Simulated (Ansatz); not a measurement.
Born–Oppenheimer molecular dynamics of a 20-atom Ti7Si6N7 cell at 12.96 Å³/atom, computed with Ansatz: Langevin thermostat at 1600 K, 115 steps of 2.0 fs, friction 0.015 1/fs. The run is short and the cell small, so it isn't an equilibrium average.

```yaml
crystal:
  lattice:
    - [6.50428, 0.419904, -0.055204]
    - [0.419904, 6.235821, -0.024401]
    - [-0.055204, -0.024401, 6.419048]
  atoms:
    - { symbol: Si, position: [0.6426984595, 0.0370851718, 0.9734223767] }
    - { symbol: Si, position: [0.8396643209, 0.5317683183, 0.6011752108] }
    - { symbol: Si, position: [0.4016406752, 0.7662496041, 0.1689650694] }
    - { symbol: Si, position: [0.9184259736, 0.7076274616, 0.0878223435] }
    - { symbol: Si, position: [0.217621479, 0.0140587172, 0.923004978] }
    - { symbol: Si, position: [0.8750070209, 0.0320017741, 0.6880192965] }
    - { symbol: Ti, position: [0.5981332974, 0.4663699617, 0.8258377179] }
    - { symbol: Ti, position: [0.7190884964, 0.9535723434, 0.3507550934] }
    - { symbol: Ti, position: [0.6181382546, 0.4306582052, 0.3189348893] }
    - { symbol: Ti, position: [0.1405930405, 0.4513454424, 0.8633581725] }
    - { symbol: Ti, position: [0.1731478544, 0.5724404043, 0.4375401565] }
    - { symbol: Ti, position: [0.3785149095, 0.8955578487, 0.6108794712] }
    - { symbol: Ti, position: [0.2070862605, 0.1268452314, 0.2725147053] }
    - { symbol: "N", position: [0.3099197459, 0.3681480099, 0.2789534204] }
    - { symbol: "N", position: [0.9623737818, 0.3539633095, 0.4341283297] }
    - { symbol: "N", position: [0.9974449693, 0.8803357809, 0.4936193496] }
    - { symbol: "N", position: [0.6612959091, 0.6965599985, 0.4632530718] }
    - { symbol: "N", position: [0.6644722493, 0.2683321462, 0.0629472375] }
    - { symbol: "N", position: [0.3674093754, 0.574263219, 0.7160869468] }
    - { symbol: "N", position: [0.5849515752, 0.1420017452, 0.550556025] }
  symmetry: { detect: false }
basis:
  ecutwfc: 420
  xc_grid: 1
kpoints:
  mp_grid: { grid: [1, 1, 1], shift: [0.25, 0.25, 0.25] }
hamiltonian:
  xc: pbe
scf:
  occupations: { method: fermi_dirac, width: 0.1379 }
  lower_state_search: "off"
  convergence: { dr2_threshold: 1.0e-05 }
output:
  forces: true
  stress: true
md:
  timestep: 2.0
  n_steps: 115
  ensemble: nvt_langevin
  friction: 0.015
  temperature: 1600.0
  initial_velocities: maxwell_boltzmann
  seed: 56325
```

```bash
ansatz run input.yaml --threads 2 --pin off --max-ram 5120MiB --backend cpu --events-out ev --progress --plain --runs-dir out
```

Method: DFT PBE, scalar-relativistic, plane waves, PAW in Ansatz.

6 frames, positions in Å (not wrapped into the cell) and forces in eV/Å:

```xyz
20
Lattice="6.504 0.420 -0.055 0.420 6.236 -0.024 -0.055 -0.024 6.419" Properties=species:S:1:pos:R:3:forces:R:3 pbc="T T T" time_fs=0.0 temperature_K=1520 free_energy_over_first_frame_eV=0.000
Si    4.142    0.477    6.212   -1.040   -5.310   -2.430
Si    5.652    3.654    3.800    3.290    0.740    1.630
Si    2.925    4.943    1.044    0.020    0.500   -0.530
Si    6.266    4.796    0.496    0.210    0.160   -1.800
Si    1.370    0.157    5.912   -1.060    0.610   -0.190
Si    5.667    0.550    4.367    0.380    1.600    1.820
Ti    4.041    3.139    5.257    1.710   -2.170    3.890
Ti    5.058    6.240    2.189    0.540    0.850   -1.370
Ti    4.184    2.937    2.003   -2.170   -2.440   -1.150
Ti    1.056    2.852    5.523    0.010   -0.020    1.320
Ti    1.342    3.632    2.785   -1.320    0.910    0.570
Ti    2.804    5.729    3.879    1.810   -1.280   -0.740
Ti    1.385    0.871    1.735   -3.070   -0.380    2.290
N     2.155    2.419    1.765    3.420    0.570   -1.620
N     6.384    2.601    2.725    0.390   -1.190   -1.750
N     6.830    5.896    3.092    1.820    0.390   -0.620
N     4.568    4.610    2.920   -1.840    1.370    1.110
N     4.431    1.951    0.361    1.480    3.250    2.060
N     2.591    3.718    4.562   -5.450    1.120   -2.640
N     3.834    1.118    3.498    0.850    0.720    0.180
20
Lattice="6.504 0.420 -0.055 0.420 6.236 -0.024 -0.055 -0.024 6.419" Properties=species:S:1:pos:R:3:forces:R:3 pbc="T T T" time_fs=46.0 temperature_K=1946 free_energy_over_first_frame_eV=-2.492
Si    3.838    0.094    6.004   -0.630    0.760    0.670
Si    5.953    3.565    4.066    3.450   -2.280    1.600
Si    2.675    4.746    0.590    0.880    1.090    1.000
Si    6.233    5.108   -0.004    1.910   -0.590   -0.050
Si    1.172    0.295    5.793    0.810   -0.380    0.820
Si    5.687    0.654    4.496    0.310    0.190   -0.770
Ti    4.003    2.714    5.259    1.150    0.100    0.460
Ti    5.227    6.261    1.964   -0.320    1.370   -0.280
Ti    4.234    2.948    2.204    0.850    0.450   -1.370
Ti    1.459    2.779    5.754   -2.850   -0.020    1.460
Ti    1.140    3.755    2.579    1.050    1.130   -0.470
Ti    2.948    5.488    3.662    0.860   -1.300    1.920
Ti    1.326    1.086    2.006   -3.480   -2.730   -1.010
N     2.486    2.374    1.876   -0.530    1.440   -0.770
N     6.237    2.748    2.402    2.700    0.200    0.320
N     7.270    6.225    3.205   -0.680   -0.470   -0.590
N     4.704    4.422    3.562   -3.770    3.230   -1.680
N     4.962    1.582    0.407   -2.350   -0.530    0.550
N     2.352    3.801    4.618    0.330    0.710   -2.330
N     4.287    1.586    3.629    0.320   -2.370    0.540
20
Lattice="6.504 0.420 -0.055 0.420 6.236 -0.024 -0.055 -0.024 6.419" Properties=species:S:1:pos:R:3:forces:R:3 pbc="T T T" time_fs=92.0 temperature_K=1921 free_energy_over_first_frame_eV=-2.415
Si    3.779    0.043    6.062    2.710    0.100   -0.660
Si    5.965    3.412    4.334    0.620    2.670    2.630
Si    2.912    5.254    0.896   -0.270   -1.540    1.500
Si    6.645    5.656   -0.094   -0.500   -0.300    0.420
Si    1.440    0.682    6.072    0.140    0.000   -2.370
Si    5.912    1.042    4.512    0.900   -2.070   -1.940
Ti    4.003    2.356    5.501   -1.360    1.760   -2.470
Ti    5.134    6.512    1.919    1.150   -2.890    1.290
Ti    4.235    3.025    2.255   -1.930   -1.270   -0.190
Ti    1.448    3.172    6.105    0.880   -0.100   -1.950
Ti    1.177    4.115    2.188   -0.730   -0.730    2.730
Ti    3.396    5.275    3.960   -1.210   -0.770   -0.210
Ti    1.008    0.952    1.966   -0.480    2.730    1.310
N     2.331    2.508    1.584   -0.080    0.430    0.070
N     6.567    2.864    2.927    2.170   -2.970   -3.690
N     7.303    6.385    3.198   -0.370   -0.950    0.670
N     5.039    4.465    3.334   -2.840    2.540   -0.270
N     4.652    1.654    0.679    0.850    0.190    0.880
N     2.456    3.373    4.460    1.070    1.440    0.950
N     4.267    1.061    3.558   -0.720    1.720    1.290
20
Lattice="6.504 0.420 -0.055 0.420 6.236 -0.024 -0.055 -0.024 6.419" Properties=species:S:1:pos:R:3:forces:R:3 pbc="T T T" time_fs=138.0 temperature_K=2077 free_energy_over_first_frame_eV=-4.641
Si    4.298    0.230    6.160   -0.160   -0.970    1.150
Si    5.807    4.068    4.342   -1.310    0.650    1.220
Si    3.344    5.137    1.425   -0.370    1.180   -2.170
Si    7.094    6.019    0.057   -0.540   -1.370    1.410
Si    1.556    0.812    5.622    1.070    0.490    0.770
Si    6.017    1.377    4.247   -0.140    1.210    2.030
Ti    3.860    2.524    5.268    0.720   -0.250    1.860
Ti    5.497    6.525    2.258   -2.090   -1.710   -4.170
Ti    3.609    2.833    2.516    0.580    0.360   -2.310
Ti    1.528    3.326    6.041   -0.500    0.680    0.640
Ti    1.194    4.287    2.561   -0.470   -1.750   -0.350
Ti    3.356    5.420    4.017    1.450    1.590    0.300
Ti    0.887    1.166    2.026   -0.260   -0.440   -0.390
N     1.771    2.654    1.530    2.090    0.680   -0.480
N     6.604    2.855    3.424    0.540   -0.860   -1.180
N     7.146    6.236    3.423    0.380    1.290   -0.300
N     4.758    4.604    2.389    0.010   -0.410    1.550
N     4.702    1.730    0.774   -0.730    0.850    0.440
N     2.526    3.846    4.447   -0.050   -1.760   -1.140
N     4.229    1.292    3.644   -0.210    0.510    1.120
20
Lattice="6.504 0.420 -0.055 0.420 6.236 -0.024 -0.055 -0.024 6.419" Properties=species:S:1:pos:R:3:forces:R:3 pbc="T T T" time_fs=184.0 temperature_K=1321 free_energy_over_first_frame_eV=-4.722
Si    4.506    0.078    6.177    0.850   -1.550   -0.580
Si    5.592    4.580    4.524    1.370   -1.510   -0.100
Si    3.340    5.104    0.825    0.170   -0.920    0.410
Si    7.294    5.897    0.527   -0.560   -0.460   -1.070
Si    1.676    0.657    5.879   -0.380    0.880    0.580
Si    6.174    1.847    4.557   -0.250    0.030   -0.770
Ti    4.003    2.394    5.536   -1.390    2.020   -1.460
Ti    5.478    6.131    2.165   -0.860    3.660    0.950
Ti    3.462    2.736    2.618    2.880    0.860    0.360
Ti    1.525    3.262    6.115    0.120    0.320   -0.780
Ti    1.085    4.154    2.922    1.160   -0.740    0.750
Ti    3.442    6.008    4.091    0.380   -2.060   -1.080
Ti    0.730    1.378    2.188   -0.510   -0.580   -1.060
N     1.940    2.628    1.567   -0.910    0.890   -0.220
N     6.295    3.055    3.201   -0.220   -0.180    0.450
N     8.020    6.719    3.368   -0.120   -0.260    1.280
N     4.415    4.745    2.454   -2.440   -2.200   -0.210
N     4.328    1.504    0.692    0.790    1.730    2.780
N     2.484    3.370    4.255    0.130    0.600    0.370
N     4.353    1.291    3.724   -0.190   -0.530   -0.600
20
Lattice="6.504 0.420 -0.055 0.420 6.236 -0.024 -0.055 -0.024 6.419" Properties=species:S:1:pos:R:3:forces:R:3 pbc="T T T" time_fs=230.0 temperature_K=2105 free_energy_over_first_frame_eV=-5.959
Si    4.803    0.212    6.100   -0.690    0.050   -1.040
Si    5.703    4.245    4.669   -0.870    0.300    0.640
Si    3.124    5.101    0.544    2.040   -0.200    0.220
Si    7.208    5.725    0.650   -0.330    0.820    0.420
Si    1.598    0.726    6.216    0.640    0.410    0.070
Si    6.429    1.853    4.705   -1.530   -0.300    1.560
Ti    3.941    2.524    5.596    0.780    0.140   -0.940
Ti    5.162    6.260    2.063   -0.130    0.010    1.980
Ti    3.796    2.696    2.430   -0.880    0.430    0.210
Ti    1.589    3.243    6.331   -1.190   -1.170   -1.070
Ti    1.078    4.181    3.319    0.960   -0.380   -0.310
Ti    3.265    5.654    4.021    0.610   -0.530    1.340
Ti    0.802    1.329    2.277    0.200    0.850   -0.310
N     1.832    3.022    1.954    0.570   -1.490   -0.660
N     6.055    2.781    3.288   -1.030    1.510   -1.060
N     7.841    6.927    3.871    1.200   -2.310   -0.870
N     3.865    4.868    2.107    0.220   -0.460    1.370
N     4.659    1.634    0.900   -0.710    0.470    0.260
N     2.548    3.526    4.509   -0.870    0.810   -0.290
N     3.650    1.073    3.656    1.030    1.020   -1.530
```

Over the second half the temperature averages 1755 K and the pressure (kinetic part included, positive in compression) 6.9 GPa. Mean square displacements at the end: N 0.72 Å², Si 0.76 Å², Ti 0.46 Å² (from the start of this run, the atoms' common shift taken off).

One k point is coarse for so small a cell, so forces and above all the pressure are rough.

The run took 6.8 min on 2 threads of Intel(R) Xeon(R) Processor @ 2.50GHz (Skylake/Cascade Lake), with other jobs on the host, peak memory 0.47 GiB.